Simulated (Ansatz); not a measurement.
A plane-wave DFT run in Ansatz 0.2.0 (scalar-relativistic PAW potentials unless the input names others): input and command.

```yaml
crystal:
  lattice:
    - [2.11, -2.11, 0.0]
    - [2.11, 0.0, -2.11]
    - [8.8730127019, 8.8730127019, 8.8730127019]
  atoms:
    - { symbol: Ta, position: [0.6666666667, 0.6666666667, 0.0792507224] }
    - { symbol: Ta, position: [0.0, 0.0, 0.8719164798] }
    - { symbol: Ta, position: [0.3333333333, 0.3333333333, 0.2377838739] }
    - { symbol: Ta, position: [0.6666666667, 0.6666666667, 0.5548501768] }
    - { symbol: Ta, position: [0.0, 0.0, 0.3963170254] }
    - { symbol: Ta, position: [0.3333333333, 0.3333333333, 0.7133833283] }
basis:
  ecutwfc: 420
kpoints:
  mp_grid: { grid: [18, 18, 4] }
hamiltonian:
  xc: pbesol
scf:
  occupations: { method: tetrahedron }
output:
  forces: true
  eigenvalues: true
  stress: true
```

```bash
ansatz run input.yaml --threads 2 --pin off --max-ram 5120MiB --backend cpu --events-out ev --progress --plain --runs-dir out
```

Abridged log:
```
Warning: output.forces, output.stress, relax.cell or npt_langevin: where a Kohn–Sham band that disperses or a degenerate level is filled in part under the method tetrahedron, the forces or the stress that this run publishes need not agree with its energy (scf.occupations.method in the input reference, under Limitations); prefer a smearing scheme for the forces or the stress
Basis set: ecut = 420 eV, 2259 PW (Γ), exchange–correlation on 40×40×216 points (8 copies of the dense FFT grid, shifted against one another)
Bands: 47, of which v1, the nominal top of the filled ones, is band 39 counted from 1 (38 counted from 0)
Symmetry: 12 space group operations
k-points: 138 of 1296
SCF iter   1: F=—  HF=-58836.391710 eV  |F-HF|=—  |Δ(HF+E_count)|=         —  Δρ=5.64e-3  dr2=4.45e-1  ethr=1.77e-3  ⟨swp⟩=6.1  Hψ=25132  notcnv=0
SCF iter   2: F=—  HF=-58836.379322 eV  |F-HF|=—  |Δ(HF+E_count)|=   1.24e-2  Δρ=2.55e-3  dr2=2.27e-2  ethr=5.71e-4  ⟨swp⟩=1.1  Hψ=7604  notcnv=0  defer=81
SCF iter   3: F=—  HF=-58836.378002 eV  |F-HF|=—  |Δ(HF+E_count)|=   1.32e-3  Δρ=1.48e-3  dr2=5.71e-3  ethr=2.91e-5  ⟨swp⟩=2.1  Hψ=7032  notcnv=0  defer=254
SCF iter   4: F=—  HF=-58836.377099 eV  |F-HF|=—  |Δ(HF+E_count)|=   9.03e-4  Δρ=2.95e-4  dr2=6.22e-4  ethr=7.31e-6  ⟨swp⟩=2.1  Hψ=8781  notcnv=0  defer=254
SCF iter   5: F=—  HF=-58836.377053 eV  |F-HF|=—  |Δ(HF+E_count)|=   4.68e-5  Δρ=9.58e-5  dr2=1.86e-5  ethr=7.97e-7  ⟨swp⟩=2.7  Hψ=7370  notcnv=0  defer=255
SCF iter   6: F=—  HF=-58836.377067 eV  |F-HF|=—  |Δ(HF+E_count)|=   1.46e-5  Δρ=3.19e-5  dr2=1.54e-5  ethr=2.39e-8  ⟨swp⟩=2.8  Hψ=9541  notcnv=0  defer=249
SCF iter   7: F=—  HF=-58836.377062 eV  |F-HF|=—  |Δ(HF+E_count)|=   5.11e-6  Δρ=9.49e-6  dr2=1.12e-6  ethr=1.97e-8  ⟨swp⟩=1.0  Hψ=6238  notcnv=0  defer=249
SCF iter   8: F=-58836.377061 eV  HF=-58836.377061 eV  |F-HF|=1.76e-8  |Δ(HF+E_count)|=   1.41e-6  Δρ=1.82e-6  dr2=2.07e-8  ethr=1.28e-10  ⟨swp⟩=6.0  Hψ=23268  notcnv=0
SCF 1 converged in 8 iterations: F = -58836.377061 eV  dr2 = 2.07e-8
SCF converged after 8 iterations
Stability not checked: this state was not tested for a lower state beside it, because cold or Methfessel-Paxton smearing, or corrected tetrahedra, fill the levels in a way that the test cannot read (fill_not_monotonic; see scf.lower_state_search)
Free energy (F): -58836.377061 eV
Harris-Foulkes:  -58836.377061 eV  (|F-HF|=1.76e-8)
Internal energy: -58836.377055 eV  (E = F + TS)
E sigma→0 (E₀):  -58836.377061 eV
Entropy (-TS):   -0.000006 eV (-0.001 meV/atom)
Fermi energy:    16.957400 eV
--- Forces (eV/Å), atoms counted from 1 ---
  atom   1  Ta    -0.75137177    -0.75137177    -0.75137177
  atom   2  Ta     0.75137177     0.75137177     0.75137177
  atom   3  Ta     0.04438164     0.04438164     0.04438164
  atom   4  Ta    -0.00217237    -0.00217237    -0.00217237
  atom   5  Ta     0.00217237     0.00217237     0.00217237
  atom   6  Ta    -0.04438164    -0.04438164    -0.04438164
--- Stress (GPa, compression-positive) ---
      -10.086960      -0.650892      -0.650892
       -0.650892     -10.086960      -0.650892
       -0.650892      -0.650892     -10.086960
  P = ⅓ Tr σ = -10.0870 GPa (-100.870 kbar)
```

Apart from outputs and empty bands, the input differs from a reference run on usual settings in scf.occupations.width: 0.15 → not typed; scf.occupations.method: "gaussian" → "tetrahedron". The reference, at the same geometry (not necessarily relaxed), gave pressure -10.05 GPa, largest force 1.316 eV/Å, no gap on the mesh. This run converged in 8 SCF iterations (reference: 6) with an energy at zero smearing 0.07 meV/atom below the reference's, pressure -10.09 GPa, largest force 1.301 eV/Å, no gap on the mesh.

It took 9.2 s on 2 threads of Intel(R) Xeon(R) 6975P-C (Granite Rapids), with other jobs on the host, peak memory 0.79 GiB.